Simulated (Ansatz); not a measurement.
Input and command of a plane-wave DFT calculation in Ansatz:

```yaml
crystal:
  lattice:
    - [3.0826480677, 0.0, 0.0]
    - [-1.5413240339, 2.6696515376, 0.0]
    - [0.0, 0.0, 3.3284406047]
  atoms:
    - { symbol: Zn, position: [0.0, 0.0, 0.0] }
    - { symbol: C, position: [0.3333333333, 0.6666666667, 0.5] }
    - { symbol: C, position: [0.6666666667, 0.3333333333, 0.5] }
basis:
  ecutwfc: 420
kpoints:
  mp_grid: { grid: [6, 6, 6] }
hamiltonian:
  xc: pbe
scf:
  occupations: { method: gaussian, width: 0.1 }
  lower_state_search: "off"
output:
  forces: true
  stress: true
  eigenvalues: true
```

```bash
ansatz run input.yaml --threads 1 --pin off --max-ram 2560MiB --backend cpu --events-out ev --progress --plain --runs-dir out
```

Processor: Arm Neoverse V1, 1 thread, on a host shared with other jobs.

Problem. How long does it run, and how much memory does it take?

Solution. About 1.9 s on 1 thread of Arm Neoverse V1, with other jobs on the host, peak memory 0.27 GiB. It solves 14 bands at 28 k points (the mesh reduced by the symmetry that the task leaves, which can be less than the crystal's) with about 551 plane waves, in 6 SCF iterations.
